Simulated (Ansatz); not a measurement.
# Si₂W (P6_222), generalised stacking fault

Method: Ansatz, DFT r2SCAN, scalar-relativistic, plane waves, PAW. The runs took a 500 eV cutoff, a Γ-centred 8×8×3 mesh and Gaussian smearing (0.03 eV). Spin–orbit coupling is left out, which matters for the heavy elements here. No spin polarisation. Energies are free energies at this smearing, counted from the undisturbed cell; pressure is positive in compression.

The starting cell (relaxed at this level; this form isn't the usual structure):

```
Si W
1.0
    -4.57969    0.00000    0.00000
    -2.28984   -3.96613    0.00000
     0.00000    0.00000   13.21831
Si W
12 6
Direct
  0.83640 0.32719 0.08335
  0.83640 0.32719 0.58335
  0.67281 0.16360 0.25002
  0.67281 0.16360 0.75002
  0.16360 0.16360 0.91668
  0.16360 0.16360 0.41668
  0.16360 0.67281 0.08335
  0.16360 0.67281 0.58335
  0.32719 0.83640 0.25002
  0.32719 0.83640 0.75002
  0.83640 0.83640 0.91668
  0.83640 0.83640 0.41668
  0.50000 0.50000 0.91668
  0.50000 0.50000 0.41668
  0.00000 0.50000 0.25002
  0.00000 0.50000 0.75002
  0.50000 0.00000 0.08335
  0.50000 0.00000 0.58335
```

The cut lies on the cell's a–b face, a (0 0 1) plane (indices in the standard cell, whose axes needn't be the Cartesian ones shown) of area 18.16 Å², between layers 2.20 Å apart. Vector c is tilted by f times 0·a + 1·b (length 4.580 Å) with the atoms' Cartesian places fixed: one unrelaxed fault a cell.

```tsv
f	γ (mJ/m²)	shear traction, the slope of γ along the slip (GPa)	gap on the mesh (eV)
0.0000	0	0.0	0.12
0.1000	656	26.1	0.07
0.2000	1896	24.9	0.00
0.3000	2772	15.3	0.00
0.4000	3504	15.7	0.00
```

By symmetry 0.6000 repeats 0.4000, 0.8000 repeats 0.2000 in energy, with the opposite slope along the path.

Cost: 5 runs of about 16 core-minutes in all, on Arm Neoverse V2 (shared hosts).